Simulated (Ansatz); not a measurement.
BN:
```yaml
crystal:
  lattice:
    - [2.49821, 0.00000, 0.00000]
    - [-1.24910, 2.16351, 0.00000]
    - [0.00000, 0.00000, 13.74279]
  atoms:
    - { symbol: B, position: [0.33333, 0.66667, 0.12020] }
    - { symbol: B, position: [0.66667, 0.33333, 0.62020] }
    - { symbol: B, position: [0.66667, 0.33333, 0.87980] }
    - { symbol: B, position: [0.33333, 0.66667, 0.37980] }
    - { symbol: N, position: [0.33333, 0.66667, 0.62026] }
    - { symbol: N, position: [0.66667, 0.33333, 0.12026] }
    - { symbol: N, position: [0.66667, 0.33333, 0.37974] }
    - { symbol: N, position: [0.33333, 0.66667, 0.87974] }
```

Relaxed with r²SCAN+D4.

Task: Map the electron localisation function on the plane through (0.333, 0.667, 0.120) spanned by u = [1, 1, 0] and v = [1, -1, 0] in lattice vectors, from the program Ansatz at the r²SCAN+D4 level (PAW).

Result: x is the fraction of u, y of v (the angle between them is 90°; rows are the nearest grid lines); atoms in the plane: B at (0.00, 0.00), B at (0.50, 0.50), N at (0.00, 0.33), N at (0.50, 0.83).
```
y \ x   0.000  0.0625  0.188  0.250  0.375  0.438  0.562  0.625  0.750  0.812  0.938   1.00
------  -----  ------  -----  -----  -----  -----  -----  -----  -----  -----  -----  -----
1.00    0.003   0.002  0.554  0.764  0.768  0.711  0.711  0.768  0.764  0.554  0.002  0.003
0.909   0.138   0.315  0.909  0.929  0.779  0.548  0.548  0.779  0.929  0.909  0.315  0.138
0.864   0.285   0.447  0.881  0.891  0.559  0.173  0.173  0.559  0.891  0.881  0.447  0.285
0.773   0.152   0.230  0.635  0.715  0.584  0.413  0.413  0.584  0.715  0.635  0.230  0.152
0.682   0.031   0.049  0.324  0.574  0.867  0.911  0.911  0.867  0.574  0.324  0.049  0.031
0.636   0.039   0.050  0.207  0.413  0.814  0.892  0.892  0.814  0.413  0.207  0.050  0.039
0.545   0.455   0.471  0.500  0.425  0.116  0.042  0.042  0.116  0.425  0.500  0.471  0.455
0.455   0.691   0.743  0.899  0.912  0.533  0.081  0.081  0.533  0.912  0.899  0.743  0.691
0.364   0.060   0.173  0.820  0.891  0.755  0.447  0.447  0.755  0.891  0.820  0.173  0.060
0.318   0.031   0.099  0.713  0.806  0.639  0.386  0.386  0.639  0.806  0.713  0.099  0.031
0.227   0.808   0.806  0.751  0.654  0.254  0.104  0.104  0.254  0.654  0.751  0.806  0.808
0.136   0.912   0.892  0.647  0.413  0.093  0.050  0.050  0.093  0.413  0.647  0.892  0.912
0.0909  0.608   0.562  0.365  0.290  0.186  0.161  0.161  0.186  0.290  0.365  0.562  0.608
0.000   0.003   0.002  0.554  0.764  0.768  0.711  0.711  0.768  0.764  0.554  0.002  0.003
```

The density is the valence pseudo-density with augmentation charge, so density and ELF within about 1 Å of a nucleus are not all-electron values.

Space group P6_3/mmc. The cell is a constructed one: a structure type filled with these elements. Its sites differ from those of the usual phase in this space group: another stacking or structure type. The r²SCAN+D4 relaxation kept the symmetry of its start; phonons on a q-mesh show weakly imaginary modes. The volume moved by 56 % from the start of the relaxation.

Potentials: the later of the program's two PAW sets.
